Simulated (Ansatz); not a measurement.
ScPd: energy along a strain

ScPd, Pm-3m, a = 3.283 Å (as given, not relaxed at this level: -1.8 GPa). The structure is a COD entry; whether it is the stable form wasn't checked. Ansatz: PBEsol, PAW, 420 eV, Γ-centred 14×14×14 mesh on 2 atoms, Gaussian smearing 0.15 eV; no spin polarisation. Cell vectors (Å): 3.283 0.000 0.000; 0.000 3.283 0.000; 0.000 0.000 3.283. The cell is strained by x per cent times the pattern (0 0 0 1 0 0) in the order xx yy zz yz xz xy (engineering shears), with fractional coordinates held. y is the free energy over the start, V0 = 17.692 Å³/atom. Symmetry makes y even in x.

| x (%) | y (meV/atom) |
| --- | --- |
| -4.00 | ? |
| -2.00 | 1.01 |
| 0.00 | 0.00 |
| 0.50 | 0.06 |
| 1.00 | 0.25 |
| 1.50 | 0.57 |
| 2.50 | 1.59 |
| 3.00 | 2.28 |
| 3.50 | 3.11 |

Q: Fit y = c2 x² + c4 x⁴ to the other rows, get the stiffness along the pattern, and predict the missing energy.

A: Least squares on the rows shown. y = 0.2530 x² + 6.723×10⁻⁵ x⁴. The clamped-ion stiffness p·C·p = 2 × 2.530 eV × 160.2 / 17.692 Å³ = 46 GPa, which is C44 in these axes (second derivative at the start, which stands under stress). At x = -4.00 the fit asked for gives 4.07 meV/atom. The run gave 4.07 meV/atom, the same to the digits shown.